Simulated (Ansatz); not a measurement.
Zr (hcp (Mg type), P6_3/mmc) at seven volumes, DFT-r²SCAN in the program Ansatz with PAW potentials, shape and atoms relaxed at each. One row is withheld.

| V (Å³/atom) | P (GPa) |
|---|---|
| 21.398 | ? |
| 22.103 | 6.48 |
| 22.809 | 3.04 |
| 23.514 | 0.00 |
| 24.220 | -2.69 |
| 24.925 | -5.07 |
| 25.630 | -7.17 |

Problem. Fit the shown pressures and predict the withheld one.

Solution. P = (3/2)B₀(x^(7/2) − x^(5/2))[1 + (3/4)(B′ − 4)(x − 1)] with x = (V₀/V)^(2/3). Least squares on the six rows gives V₀ = 23.514 Å³/atom, B₀ = 95.2 GPa, B′ = 3.09. At V = 21.398, x = 1.0649 and P = 10.36 GPa. The run itself gave 10.35 GPa.

The cell was relaxed with r²SCAN under the symmetry of its start; of distortions, only those at the zone centre were tested. No spin polarisation was allowed.

Potentials: the later of the program's two PAW sets.
